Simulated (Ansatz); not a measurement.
Calculation for Tl: DFT, PBEsol, PAW with Ansatz's default frozen-core files, scalar-relativistic (Ansatz 0.2.0). This run: relaxed.

The cell is entry 9008518 of the Crystallography Open Database, unrelaxed.

Command: `ansatz run input.yaml --threads 1 --pin off --max-ram 3072MiB --backend cpu --events-out ev --progress --plain --runs-dir out` It took 25 s on 1 thread of Arm Neoverse V2, on a shared host, peak memory 0.41 GiB.

```yaml
crystal:
  lattice:
    - [3.438, 0.0, 0.0]
    - [-1.719, 2.9773953382, 0.0]
    - [0.0, 0.0, 5.478]
  atoms:
    - { symbol: Tl, position: [0.3333333333, 0.6666666667, 0.25] }
    - { symbol: Tl, position: [0.6666666667, 0.3333333333, 0.75] }
kpoints:
  mp_grid: { grid: [17, 17, 9] }
scf:
  occupations: { method: fermi_dirac, width: 0.05 }
hamiltonian:
  xc: pbesol
  pseudopotentials: { kind: paw }
output:
  forces: true
  stress: true
  write_density: true
  write_potential: true
  elf: true
  volumetric_format: npy
relax:
  f_tol: 0.003
  max_steps: 80
  cell: {}
```

Output:

```
Engine: ansatz 0.2.0
Pseudopotentials: kind: paw
Pseudopotential: Tl, paw, valence charge 13, recommended cutoff 420 eV (normal), Tl.paw.azcp
Functional definition: PBEsol
  exchange = pbesol_x
  correlation = pbesol_c
Crystal: 2 atoms, lattice volume = 56.074 Å³
Basis set: ecut = 420 eV, 1087 PW (Γ), exchange–correlation on 48×48×80 points (8 copies of the dense FFT grid, shifted against one another)
Bands: 17, of which v1, the nominal top of the filled ones, is band 13 counted from 1 (12 counted from 0)
Symmetry: 24 space group operations
Space group: P63/mmc (ITA 194), of the structure as read, at distance tolerance 3.8e-5 Å
k-points: 165 of 2601
Non-local potential: Tl, projectors of the file, l = 0: 2, l = 1: 2, l = 2: 2, l = 3: 1
PAW form: soft (Blöchl's): semilocal exchange-correlation on the pseudo side does not see the compensation charge
PAW frozen core: Tl, regenerated for the run's functional, and the local potential with it (the file was generated under x = pbe(κ = 0.804, μ = 0.2195149727645171), c = pbe(β = 0.06672455060314922))
PAW one-centre angular grid: Tl, 590 points (default); XC on 64 Gauss nodes
Initial density: superposition of atomic densities (neutral atoms: chi_scale 0, normalization atom), corrected by the library's trained network
Initial wavefunctions: pseudopotential atomic-orbital guess
Functional: x = pbesol(κ = 0.804, μ = 0.12345679012345678), c = pbesol(β = 0.046)
SCF iter   1: F=—  HF=-22591.356364 eV  |F-HF|=—  |Δ(HF+E_count)|=         —  Δρ=2.65e-3  dr2=4.48e-3  ethr=1.77e-3  ⟨swp⟩=6.1  Hψ=14093  notcnv=0
preconditioner: auto → Kerker (q_TF=auto, 2.400 Å⁻¹)  [metal: Δε(μ)=0.069 eV  Ē_g=13.738 eV  σ=0.050 eV  W_gap=0.33  n_scr=10 (ndim 8)  ℏωp=25.3 eV  f_vac=0.000  D(μ)=0.97/eV (n_scr^D=2)]
SCF iter   2: F=—  HF=-22591.353095 eV  |F-HF|=—  |Δ(HF+E_count)|=   3.27e-3  Δρ=1.09e-3  dr2=9.12e-4  ethr=1.72e-5  ⟨swp⟩=2.6  Hψ=6243  notcnv=0
SCF iter   3: F=—  HF=-22591.352767 eV  |F-HF|=—  |Δ(HF+E_count)|=   3.29e-4  Δρ=2.96e-4  dr2=6.31e-5  ethr=3.51e-6  ⟨swp⟩=2.0  Hψ=4462  notcnv=0
SCF iter   4: F=—  HF=-22591.352757 eV  |F-HF|=—  |Δ(HF+E_count)|=   9.57e-6  Δρ=8.06e-5  dr2=2.55e-6  ethr=2.43e-7  ⟨swp⟩=2.8  Hψ=4982  notcnv=0
SCF iter   5: F=—  HF=-22591.352757 eV  |F-HF|=—  |Δ(HF+E_count)|=   2.48e-7  Δρ=2.16e-5  dr2=1.71e-7  ethr=9.80e-9  ⟨swp⟩=2.0  Hψ=4853  notcnv=0
SCF iter   6: F=-22591.352757 eV  HF=-22591.352757 eV  |F-HF|=1.22e-9  |Δ(HF+E_count)|=   2.76e-8  Δρ=3.68e-6  dr2=6.05e-9  ethr=3.85e-10  ⟨swp⟩=6.9  Hψ=14674  notcnv=0
SCF 1 converged in 6 iterations: F = -22591.352757 eV  dr2 = 6.05e-9
  greatest PAW one-centre occupation: 0.962 electrons in one spin orbital (limit 2), on the Tl atom at site 1 (counted from 0), in its partial waves of l = 2
relax step   1: F+E_penalty+E_count = -22591.35275670 eV  Δ(F+E_penalty+E_count) = +0.000e0 eV  max|allowed force component| = 6.014e-17 eV/Å  Δτ_max = 0.0000 Å  P = +0.779 GPa  Ω = 56.074 Å³  (6 SCF iters, dr2 threshold 1.00e-7 eV, accepted)
Crystal: 2 atoms, lattice volume = 57.135 Å³
Basis set: ecut = 420 eV, 1105 PW (Γ), exchange–correlation on 48×48×80 points (8 copies of the dense FFT grid, shifted against one another)
Initial density: handed on by an earlier stage of this run
Initial wavefunctions: those handed on with the density
iter 1 solved again at ethr=5.79e-7 eV; its pass at ethr=3.10e-3 eV (dr2=1.51e-4 eV) is discarded
SCF iter   1: F=—  HF=-22591.355277 eV  |F-HF|=—  |Δ(HF+E_count)|=         —  Δρ=4.39e-4  dr2=1.57e-4  ethr=5.79e-7  ⟨swp⟩=1.1  Hψ=16887  notcnv=0
preconditioner: auto → Kerker (q_TF=auto, 2.393 Å⁻¹)  [metal: Δε(μ)=0.070 eV  Ē_g=13.713 eV  σ=0.050 eV  W_gap=0.33  n_scr=22 (ndim 8)  ℏωp=25.0 eV  f_vac=0.000  D(μ)=0.96/eV (n_scr^D=2)]
SCF iter   2: F=—  HF=-22591.355233 eV  |F-HF|=—  |Δ(HF+E_count)|=   4.37e-5  Δρ=2.49e-4  dr2=4.74e-5  ethr=5.79e-7  ⟨swp⟩=2.0  Hψ=4795  notcnv=0
SCF iter   3: F=—  HF=-22591.355217 eV  |F-HF|=—  |Δ(HF+E_count)|=   1.58e-5  Δρ=6.16e-5  dr2=1.98e-6  ethr=1.82e-7  ⟨swp⟩=3.0  Hψ=4992  notcnv=0
SCF iter   4: F=-22591.355217 eV  HF=-22591.355217 eV  |F-HF|=2.40e-8  |Δ(HF+E_count)|=   2.15e-7  Δρ=9.07e-6  dr2=3.10e-8  ethr=7.69e-10  ⟨swp⟩=5.8  Hψ=17258  notcnv=0
SCF 2 converged in 4 iterations: F = -22591.355217 eV  dr2 = 3.10e-8
relax step   2: F+E_penalty+E_count = -22591.35521683 eV  Δ(F+E_penalty+E_count) = -2.460e-3 eV  max|allowed force component| = 5.782e-18 eV/Å  Δτ_max = 0.0000 Å  P = +0.054 GPa  Ω = 57.135 Å³  energy of the carried Pulay correction = -2.714e-4 eV  (4 SCF iters, dr2 threshold 2.00e-7 eV, accepted)
Crystal: 2 atoms, lattice volume = 57.216 Å³
iter 1 solved again at ethr=2.15e-9 eV; its pass at ethr=3.10e-3 eV (dr2=5.60e-7 eV) is discarded
SCF iter   1: F=—  HF=-22591.355211 eV  |F-HF|=—  |Δ(HF+E_count)|=         —  Δρ=3.27e-5  dr2=9.66e-7  ethr=2.15e-9  ⟨swp⟩=2.2  Hψ=16393  notcnv=0
preconditioner: auto → Kerker (q_TF=auto, 2.392 Å⁻¹)  [metal: Δε(μ)=0.070 eV  Ē_g=13.698 eV  σ=0.050 eV  W_gap=0.33  n_scr=22 (ndim 8)  ℏωp=25.0 eV  f_vac=0.000  D(μ)=0.96/eV (n_scr^D=2)]
SCF iter   2: F=—  HF=-22591.355211 eV  |F-HF|=—  |Δ(HF+E_count)|=   3.41e-7  Δρ=1.96e-5  dr2=3.16e-7  ethr=2.15e-9  ⟨swp⟩=2.8  Hψ=5000  notcnv=0
SCF iter   3: F=—  HF=-22591.355211 eV  |F-HF|=—  |Δ(HF+E_count)|=   9.18e-8  Δρ=5.22e-6  dr2=1.66e-8  ethr=1.21e-9  ⟨swp⟩=2.9  Hψ=5032  notcnv=0
SCF iter   4: F=-22591.355211 eV  HF=-22591.355211 eV  |F-HF|=1.35e-10  |Δ(HF+E_count)|=  8.80e-10  Δρ=7.22e-7  dr2=2.26e-10  ethr=3.55e-11  ⟨swp⟩=6.0  Hψ=14245  notcnv=0
SCF 3 converged in 4 iterations: F = -22591.355211 eV  dr2 = 2.26e-10
relax step   3: F+E_penalty+E_count = -22591.35521085 eV  Δ(F+E_penalty+E_count) = +5.980e-6 eV  max|allowed force component| = 1.388e-17 eV/Å  Δτ_max = 0.0000 Å  P = +0.002 GPa  Ω = 57.216 Å³  energy of the carried Pulay correction = -2.917e-4 eV  (4 SCF iters, dr2 threshold 9.23e-9 eV, accepted)
Initial wavefunctions: pseudopotential atomic-orbital guess (no wavefunctions were taken with the density)
iter 1 solved again at ethr=1.80e-8 eV; its pass at ethr=3.10e-3 eV (dr2=4.69e-6 eV) is discarded
SCF iter   1: F=—  HF=-22591.355504 eV  |F-HF|=—  |Δ(HF+E_count)|=         —  Δρ=3.49e-5  dr2=1.27e-7  ethr=1.80e-8  ⟨swp⟩=3.0  Hψ=22126  notcnv=0
preconditioner: auto → Kerker (q_TF=auto, 2.392 Å⁻¹)  [metal: Δε(μ)=0.069 eV  Ē_g=13.697 eV  σ=0.050 eV  W_gap=0.33  n_scr=22 (ndim 8)  ℏωp=25.0 eV  f_vac=0.000  D(μ)=0.96/eV (n_scr^D=2)]
SCF iter   2: F=—  HF=-22591.355506 eV  |F-HF|=—  |Δ(HF+E_count)|=   2.04e-6  Δρ=1.77e-5  dr2=2.57e-8  ethr=4.89e-10  ⟨swp⟩=2.9  Hψ=5052  notcnv=0
SCF iter   3: F=—  HF=-22591.355506 eV  |F-HF|=—  |Δ(HF+E_count)|=   5.10e-8  Δρ=2.97e-6  dr2=1.21e-9  ethr=9.88e-11  ⟨swp⟩=2.0  Hψ=4798  notcnv=0
SCF iter   4: F=-22591.355506 eV  HF=-22591.355506 eV  |F-HF|=7.28e-12  |Δ(HF+E_count)|=   1.26e-9  Δρ=1.37e-7  dr2=1.56e-11  ethr=1.00e-12  ⟨swp⟩=4.0  Hψ=13227  notcnv=0
SCF 4 converged in 4 iterations: F = -22591.355506 eV  dr2 = 1.56e-11
relax step   4: F+E_penalty+E_count = -22591.35550561 eV  Δ(F+E_penalty+E_count) = -2.948e-4 eV  max|allowed force component| = 1.388e-17 eV/Å  Δτ_max = 0.0000 Å  P = +0.002 GPa  Ω = 57.216 Å³  stress off target by 2.49e-3 GPa  SCF on the basis re-selected at this cell (its energy is not comparable with the rows above)  (4 SCF iters)
basis re-selected at this cell: Δ(F+E_penalty+E_count) = -2.948e-4 eV, ΔP = -0.000 GPa vs the last step (what re-selecting the basis moved, of the pressure what is left beyond the Pulay correction that the steps carried, after the strain that the cell walked since its last selection, with what the two solves' SCF thresholds leave and, on support functions, any second-order correction that the steps lacked; it is no measure of the basis error at this ecutwfc). This SCF's stress stands 2.49e-3 GPa from its target on what of the cell is left free (relax.cell.stress_tol is 5.00e-2 GPa) and its largest allowed force component is 1.39e-17 eV/Å (relax.f_tol is 3.00e-3 eV/Å): within both
SCF converged after 4 iterations
Free energy (F): -22591.355506 eV
Harris-Foulkes:  -22591.355506 eV  (|F-HF|=7.28e-12)
Internal energy: -22591.347638 eV  (E = F + TS)
E sigma→0 (E₀):  -22591.351572 eV
Entropy (-TS):   -0.007868 eV (-3.934 meV/atom)
Fermi energy:    10.204567 eV
--- Per-component energies (eV) ---
  E_band       = 12.248210
  E_kinetic    = 667.199776
  E_local      = -1751.341331  (includes V_loc(G=0)·N_el)
  E_nonlocal   = 638.265572
  E_hartree    = 644.905226
  E_xc         = -457.840668
  E_vxc        = -284.765466  (∫ρ·V_xc dr)
  E_paw        = -20034.723462  (= ΣΔE_a)
  E_vpaw       = -546.920688  (= ΣTr[D̂ρ^β])
  E_aug_tail   = 0.000068  (compensation charges beyond the density's cutoff)
  E_ewald      = -2297.889349
  E_core_change = 0.076530  (= ΣΔE_core)
  E_smearing   = -0.007868  (= −TS)
  E_closure    = 0.000000  (closes the sum)
  Σ components = -22591.355506   (vs F -22591.355506, Δ=0.00e0)
--- Forces (eV/Å), atoms counted from 1 ---
  atom   1  Tl    -0.00000000    -0.00000000     0.00000000
  atom   2  Tl     0.00000000     0.00000000    -0.00000000
  max |Σ_I F_I| component: 4.63e-18 eV/Å
--- Stress (GPa, compression-positive) ---
        0.001494       0.000000      -0.000000
        0.000000       0.001494       0.000000
       -0.000000       0.000000       0.002489
  P = ⅓ Tr σ = 0.0018 GPa (0.018 kbar)
--- Band table (eV; the first three rows and the last of 165) ---
  k-point 0: bands = ["-1.5360", "-1.3000", "-1.2824", "-1.2824", "-1.2280", "-1.2280", "-1.1665", "-1.1665", "-0.8245", "-0.8245", "0.1604", "5.1293", "7.3558", "18.1604", "18.1604", "20.2443", "20.2443"]
  k-point 1: bands = ["-1.5269", "-1.3021", "-1.2964", "-1.2964", "-1.2355", "-1.2355", "-1.1405", "-1.1405", "-0.8289", "-0.8289", "0.2280", "4.5786", "8.0408", "18.2150", "18.2150", "20.1796", "20.1796"]
  k-point 2: bands = ["-1.5011", "-1.3170", "-1.3170", "-1.3120", "-1.2553", "-1.2553", "-1.0853", "-1.0853", "-0.8433", "-0.8433", "0.4350", "3.6404", "9.3817", "18.3755", "18.3755", "18.3914", "19.9892"]
  k-point 164: bands = ["-1.4617", "-1.4559", "-1.2832", "-1.2024", "-1.1365", "-1.1150", "-1.0486", "-1.0425", "-0.8180", "-0.8085", "6.0116", "6.1352", "9.1410", "9.3118", "10.3337", "10.9185", "17.5288"]
--- Relaxed structure (3 steps of the walk, 3 accepted, 1 SCFs on fresh bases) ---
  F+E_penalty+E_count = -22591.35550561 eV   max|allowed force component| = 1.388e-17 eV/Å   (the final SCF, on the basis selected at the relaxed cell)
  cell:  # Å, volume = 57.2160 Å³
    - [3.4593843562428708, 9.22621599826677e-33, -8.908495275921566e-19]
    - [-1.7296921781214354, 2.9959147339608023, 4.454247637960807e-19]
    - [-1.4194513415237822e-18, 3.675189880642661e-33, 5.5206385323694835]
  atoms:
    - { symbol: Tl, position: [0.3333333333333333, 0.6666666666666666, 0.24999999999999997] }
    - { symbol: Tl, position: [0.6666666666666666, 0.3333333333333333, 0.7499999999999999] }
```

Next run, as changes to the input before:

```diff
   lattice:
-    - [3.438, 0.0, 0.0]
-    - [-1.719, 2.9773953382, 0.0]
-    - [0.0, 0.0, 5.478]
+    - [3.4593843562, 0.0, 0.0]
+    - [-1.7296921781, 2.995914734, 0.0]
+    - [0.0, 0.0, 5.5206385324]
   atoms:
   stress: true
+  eigenvalues: true
   write_density: true
   volumetric_format: npy
-relax:
-  f_tol: 0.003
-  max_steps: 80
-  cell: {}
```

Command: `ansatz run input.yaml --threads 1 --pin off --max-ram 3072MiB --backend cpu --events-out ev --progress --plain --runs-dir out` It took 9.5 s on 1 thread of Arm Neoverse V2, with other jobs on the host, peak memory 0.39 GiB.

Results part of the output:

```
SCF 1 converged in 6 iterations: F = -22591.355506 eV  dr2 = 1.00e-8
  greatest PAW one-centre occupation: 0.962 electrons in one spin orbital (limit 2), on the Tl atom at site 1 (counted from 0), in its partial waves of l = 2
SCF converged after 6 iterations
Free energy (F): -22591.355506 eV
Harris-Foulkes:  -22591.355506 eV  (|F-HF|=4.54e-9)
Internal energy: -22591.347638 eV  (E = F + TS)
E sigma→0 (E₀):  -22591.351572 eV
Entropy (-TS):   -0.007868 eV (-3.934 meV/atom)
Fermi energy:    10.204571 eV
--- Per-component energies (eV) ---
  E_band       = 12.249632
  E_kinetic    = 667.199070
  E_local      = -1751.338471  (includes V_loc(G=0)·N_el)
  E_nonlocal   = 638.264529
  E_hartree    = 644.903285
  E_xc         = -457.840571
  E_vxc        = -284.765406  (∫ρ·V_xc dr)
  E_paw        = -20034.722729  (= ΣΔE_a)
  E_vpaw       = -546.920256  (= ΣTr[D̂ρ^β])
  E_aug_tail   = 0.000068  (compensation charges beyond the density's cutoff)
  E_ewald      = -2297.889349
  E_core_change = 0.076530  (= ΣΔE_core)
  E_smearing   = -0.007868  (= −TS)
  E_closure    = -0.000000  (closes the sum)
  Σ components = -22591.355506   (vs F -22591.355506, Δ=0.00e0)
--- Forces (eV/Å), atoms counted from 1 ---
  atom   1  Tl     0.00000000    -0.00000000     0.00000000
  atom   2  Tl    -0.00000000     0.00000000    -0.00000000
  max |Σ_I F_I| component: 3.47e-18 eV/Å
--- Stress (GPa, compression-positive) ---
        0.001452      -0.000000       0.000000
        0.000000       0.001452       0.000000
        0.000000       0.000000       0.002423
  P = ⅓ Tr σ = 0.0018 GPa (0.018 kbar)
--- Band table (eV; the first three rows and the last of 165) ---
  k-point 0: bands = ["-1.5359", "-1.2999", "-1.2823", "-1.2823", "-1.2279", "-1.2279", "-1.1665", "-1.1665", "-0.8244", "-0.8244", "0.1604", "5.1293", "7.3558", "18.1604", "18.1604", "20.2443", "20.2443"]
  k-point 1: bands = ["-1.5269", "-1.3020", "-1.2964", "-1.2964", "-1.2354", "-1.2354", "-1.1404", "-1.1404", "-0.8288", "-0.8288", "0.2280", "4.5787", "8.0408", "18.2150", "18.2150", "20.1797", "20.1797"]
  k-point 2: bands = ["-1.5010", "-1.3170", "-1.3170", "-1.3120", "-1.2552", "-1.2552", "-1.0852", "-1.0852", "-0.8432", "-0.8432", "0.4350", "3.6404", "9.3817", "18.3755", "18.3755", "18.3914", "19.9893"]
  k-point 164: bands = ["-1.4617", "-1.4559", "-1.2831", "-1.2024", "-1.1364", "-1.1149", "-1.0486", "-1.0424", "-0.8179", "-0.8085", "6.0117", "6.1352", "9.1410", "9.3118", "10.3337", "10.9185", "17.5288"]
```

Spin–orbit coupling is left out, which matters for the heavy atoms. The PAW files were made under PBE.
